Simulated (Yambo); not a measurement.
G0W0@LDA for CaB₂C₂ (space group I4/mcm, No. 140) in Yambo. Reference settings: 4×4×4 Γ-centred k mesh, 118 bands and a 6 Ry block in the screening, 118 bands in G with the Bruneval-Gonze terminator, plasmon pole fitted at 27.2 eV. The LDA gap (0, 0, 0.25) → Z on this mesh is 0.60 eV; G0W0 gaps are taken between the same points.

The settings were changed. The gap went from 1.01 eV to 1.02 eV, and the shift of the valence edge from 0.04 eV to 0.13 eV.

What was changed between the two runs?
A) 37 bands in W, 37 bands in G, 4 Ry block
B) 93 bands in W, 93 bands in G
C) 37 bands in W, 37 bands in G, 3 Ry block
D) 37 bands in W, 37 bands in G, 2 Ry block

B, 93 bands in W, 93 bands in G. The others gave (gap, valence shift): 37 bands in W, 37 bands in G, 2 Ry block: 1.22, 0.85 eV; 37 bands in W, 37 bands in G, 3 Ry block: 1.23, 0.83 eV; 37 bands in W, 37 bands in G, 4 Ry block: 1.23, 0.82 eV.

Geometry of the Materials Project entry, not relaxed at this level; primitive cell a = b = c = 5.293 Å, α = β = 119.31°, γ = 91.19°.

The structure is a Materials Project entry; no match was found in the copy of COD used, and its stability was not checked.

A shift is the quasiparticle energy of the state minus its LDA energy.
